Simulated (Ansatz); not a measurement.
Values for one crystal, relaxed and computed with r²SCAN in the plane-wave PAW code Ansatz; other levels are named.

| Quantity | Value |
|---|---|
| Volume per atom | 26.65 Å³ |
| Band gap | 0.69 eV (direct) |
| Gap with spin–orbit coupling | 0.20 eV |
| Electron effective mass with spin–orbit coupling | 0.062, 0.062, 0.088 mₑ (principal values) |
| HSE06 gap on the r²SCAN cell | 0.88 eV |
| Valence-band maximum | at L |
| Pressure derivative B′ | 4.3 |

**Question.** Which of these materials gives this?
A. PbS, rock salt
B. NaH, rock salt
C. PbF4, I4/mmm (Pb on 2a, F on 4e, F on 4c)
D. MgO, rock salt

**Answer.** A, PbS, rock salt

Space group Fm-3m (rock salt). The cell was relaxed with r²SCAN under the symmetry of its start. Scalar-relativistic: spin–orbit coupling is off unless named, which matters more the heavier the elements.

Potentials: the later of the program's two PAW sets.
